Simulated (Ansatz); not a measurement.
Be₃N₂ in space group R3m (No. 160; Pearson symbol hR5) under volume change, DFT-r²SCAN in the program Ansatz with PAW potentials, shape and atoms relaxed at each volume.

```tsv
V (Å³/atom)	E − E(relaxed) (meV/atom)	P (GPa)
6.158	43.4	24.54
6.361	18.4	15.21
6.564	4.4	7.08
6.767	0.0	0.00
6.970	4.0	-6.16
7.173	15.3	-11.55
7.376	33.0	-16.24
```

Problem. What does a third-order Birch–Murnaghan fit give for V₀, B₀ and B′?

Solution. V₀ = 6.77 Å³/atom, B₀ = 220 GPa, B′ = 3.6.

The first step of the workflow began from a Materials Project structure, measured or hypothetical; the Crystallography Open Database copy checked does not list it. COD files the formula under space group No. 206. Its standing as an ambient phase is unchecked. The r²SCAN relaxation kept the symmetry of its start; its stability against distortions is not shown here.

Potentials: the later of the program's two PAW sets.
